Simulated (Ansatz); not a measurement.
Consider the following.

Ta₂Sn₂O₇:
```
CELL_PARAMETERS angstrom
      0.00000     5.30042     5.30042
      5.30042     0.00000     5.30042
      5.30042     5.30042     0.00000
ATOMIC_POSITIONS crystal
  Ta 0.62500 0.62500 0.62500
  Ta 0.12500 0.62500 0.62500
  Ta 0.62500 0.62500 0.12500
  Ta 0.62500 0.12500 0.62500
  Sn 0.12500 0.12500 0.12500
  Sn 0.62500 0.12500 0.12500
  Sn 0.12500 0.12500 0.62500
  Sn 0.12500 0.62500 0.12500
  O  0.25000 0.25000 0.25000
  O  0.00000 0.00000 0.00000
  O  0.56200 0.93800 0.56200
  O  0.31200 0.68800 0.68800
  O  0.93800 0.56200 0.93800
  O  0.68800 0.31200 0.31200
  O  0.56200 0.56200 0.93800
  O  0.68800 0.31200 0.68800
  O  0.93800 0.93800 0.56200
  O  0.31200 0.68800 0.31200
  O  0.93800 0.56200 0.56200
  O  0.68800 0.68800 0.31200
  O  0.56200 0.93800 0.93800
  O  0.31200 0.31200 0.68800
```

This is the PBEsol-relaxed structure.

All from PBEsol (plane waves, PAW; program Ansatz), unless another level is named. Give the bulk modulus (Birch–Murnaghan fit).

159 GPa.

What about the elastic constants (relaxed ions, GPa)?

C11 = 259, C12 = 110, C44 = 100.

Predict the highest zone-centre frequency (without LO–TO term).

25.56 THz.

Space group Fd-3m. The first step of the workflow began from a Materials Project structure, measured or hypothetical; the Crystallography Open Database files this formula in space group No. 227, but the cells were not matched. Its standing as an ambient phase is unchecked. Symmetry was held in the PBEsol relaxation. At this level the phase is dynamically unstable (imaginary phonons). No spin polarisation was allowed. Scalar-relativistic: spin–orbit coupling is off unless named, which matters more the heavier the elements.

Potentials: the later of the program's two PAW sets.
